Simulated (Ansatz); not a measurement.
A relaxed structure of TiSi$_{2}$ is spoiled in several ways and relaxed again each time (noise and exchanges are one random draw each; squeezed and stretched starts keep its symmetry, which their runs cannot lower; pressure is positive under compression). The numbers are results of r2SCAN (plane waves to 500 eV, PAW, scalar-relativistic; Ansatz, a quantum-chemistry and plane-wave program), not measurements.

Space group Fddd, origin choice 1 (No. 70); a = 4.7790 Å, b = 8.2297 Å, c = 8.5207 Å, α = β = γ = 90.00°

| atom | site | symmetry | x | y | z |
|---|---|---|---|---|---|
| Si | 16f | .2. | 0.0000 | 0.3375 | 0.0000 |
| Ti | 8a | 222 | 0.0000 | 0.0000 | 0.0000 |
(The calculation used a cell of 6 atoms; values per cell refer to that cell.)

```tsv
change	first pressure (GPa)	largest first force (eV/Å)	released (eV/atom)	moves	outcome	final group	E − E(parent) (eV/atom)
stretched uniformly to 130 % of its volume	[?]	0.0	[?]	11	[?]	[?]	[?]
deformed by the Cartesian strain tensor (xx, yy, zz, yz, xz, xy) = (-0.074, -0.003, 0.059, 0.051, -0.011, -0.051)	8	0.6	0.24	13	[?]	[?]	[?]
doubled along one cell vector, shaken by Gaussian noise of σ = 0.08 Å a coordinate	3	3.0	0.11	9	returns to the parent	Fddd	0.00
```

Fill in the missing entries.


- stretched uniformly to 130 % of its volume, first pressure (GPa): -22
- stretched uniformly to 130 % of its volume, released (eV/atom): 0.37
- stretched uniformly to 130 % of its volume, outcome: returns to the parent
- stretched uniformly to 130 % of its volume, final group: Fddd
- stretched uniformly to 130 % of its volume, E − E(parent) (eV/atom): 0.00
- deformed by the Cartesian strain tensor (xx, yy, zz, yz, xz, xy) = (-0.074, -0.003, 0.059, 0.051, -0.011, -0.051), outcome: returns to the parent
- deformed by the Cartesian strain tensor (xx, yy, zz, yz, xz, xy) = (-0.074, -0.003, 0.059, 0.051, -0.011, -0.051), final group: Fddd
- deformed by the Cartesian strain tensor (xx, yy, zz, yz, xz, xy) = (-0.074, -0.003, 0.059, 0.051, -0.011, -0.051), E − E(parent) (eV/atom): 0.00

First-step values come from each run's starting, coarser k-mesh (6×6×6, 6×6×7, 6×3×6). Each cell has its own k-point mesh; energy differences are given only to the digits this allows. No spin polarisation in the result.
